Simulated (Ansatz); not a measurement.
CsSnBr3 (cubic perovskite, Pm-3m) under volume change, plane-wave PAW PBE (Ansatz code), scaled uniformly.

| V (Å³/atom) | E − E(relaxed) (meV/atom) | P (GPa) |
|---|---|---|
| 37.135 | 23.5 | 2.24 |
| 38.359 | 9.8 | 1.36 |
| 39.583 | 2.3 | 0.63 |
| 40.807 | 0.0 | 0.00 |
| 42.031 | 2.1 | -0.53 |
| 43.256 | 7.9 | -0.98 |
| 44.480 | 16.9 | -1.36 |

**Question.** What does a third-order Birch–Murnaghan fit give for V₀, B₀ and B′?

**Answer.** V₀ = 40.81 Å³/atom, B₀ = 19.2 GPa, B′ = 4.5.

The cell was relaxed with PBE under the symmetry of its start. The volume moved by 18 % from the start of the relaxation. Spin–orbit coupling is left out wherever it is not named.

Potentials: the later of the program's two PAW sets.
